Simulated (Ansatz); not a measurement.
Take a crystal in which Sc has been replaced by Tl on all its sites, with the cell rescaled by a rough guess (in some cases also distorted within its space group) and nothing relaxed:

```xyz
4
Lattice="4.9891 0.0000 0.0000 0.0000 4.9891 0.0000 0.0000 0.0000 3.1606" Properties=species:S:1:pos:R:3 pbc="T T T"
Tl    2.4946    2.4946    0.0000
Tl    0.0000    0.0000    0.0000
Tl    2.4946    0.0000    1.6835
Tl    0.0000    2.4946    1.4770
```

The calculation used DFT PBEsol, scalar-relativistic, plane waves, PAW (Ansatz).

Settings: cutoff 420 eV, Γ-centred mesh 8×8×14 on the computed 4-atom cell, Gaussian smearing of 0.10 eV; no spin polarisation.

(1) What pressure does the cell carry?

(2) Is it a metal on this mesh?

Spin-orbit coupling is left out, which matters for the bands of heavy elements.

Answers

(1) The pressure is 38.0 GPa (positive in compression), so the cell would expand.

(2) Yes, a band crosses the Fermi level.

This form isn't the element's structure at ambient conditions.